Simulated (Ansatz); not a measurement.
Starting cell, Ni3Si (Cu3Au type):

```
Ni3Si
1.0
    3.46107     0.00000     0.00000
    0.00000     3.46107     0.00000
    0.00000     0.00000     3.46107
Si Ni
1 3
Cartesian
  0.00000   0.00000   0.00000
  0.00000   1.73053   1.73053
  1.73053   0.00000   1.73053
  1.73053   1.73053   0.00000
```

Two-dimensional scan of atom 4 (Ni, nearest neighbour Si at 2.447 Å; its periodic images, 3.5 Å or more away, move with it): u runs along (1.000, 0.000, 0.000), v along (0.000, 1.000, 0.000) (Cartesian). Cell and other atoms are fixed.

Calculation: PBEsol (plane waves to 420 eV, PAW, scalar-relativistic; Ansatz, a first-principles code). k mesh 11×11×11 (Γ-centred), Fermi-Dirac smearing 0.05 eV. Compression counts positive. Points where atoms come too close for the PAW data are left out (x in tables, blank in figures). With partly filled bands, energies and forces of such displacements shift with the k mesh and the smearing. At this level the bands of Ni3Si touch or barely overlap. Ni3Si is run without spin polarisation. Ni3Si was relaxed with its symmetry unable to fall. The last digit holds for this mesh only.

Changes of P (GPa) from the point u = 0.000 Å, v = 0.000 Å when one coordinate moves alone (two changes are said to add if the coupling is within 5 % of the smaller one, nearly so within 20 %):

```csv
point,change
"u = 0.000 Å, v = -0.610 Å",26.43
"u = 0.000 Å, v = -0.407 Å",11.88
"u = 0.000 Å, v = -0.203 Å",3.00
"u = -0.610 Å, v = 0.000 Å",26.43
"u = -0.407 Å, v = 0.000 Å",11.88
"u = -0.203 Å, v = 0.000 Å",3.00
"u = 0.203 Å, v = 0.000 Å",3.00
"u = 0.407 Å, v = 0.000 Å",11.88
"u = 0.610 Å, v = 0.000 Å",26.43
"u = 0.000 Å, v = 0.203 Å",3.00
"u = 0.000 Å, v = 0.407 Å",11.88
"u = 0.000 Å, v = 0.610 Å",26.43
```

Task: Do the two effects add at u = -0.407 Å, v = -0.407 Å? Give the computed change.

Result: The sum of the single changes is 11.88 + (11.88) = 23.76; the calculation gives 25.51, so the coupling contributes 1.75 (under 20 % of the smaller single change, nearly additive).

Task: Do the two effects add at u = -0.407 Å, v = -0.203 Å? Give the computed change.

Result: The sum of the single changes is 11.88 + (3.00) = 14.88; the calculation gives 15.26, so the coupling contributes 0.38 (under 20 % of the smaller single change, nearly additive).

Task: Do the two effects add at u = 0.610 Å, v = -0.203 Å? Give the computed change.

Result: The sum of the single changes is 26.43 + (3.00) = 29.43; the calculation gives 30.39, so the coupling contributes 0.96 (over 20 % of the smaller single change, not additive).

(For displaced atoms, the force is minus the slope of the energy, and its curvature is a force constant, which sets phonon frequencies.)
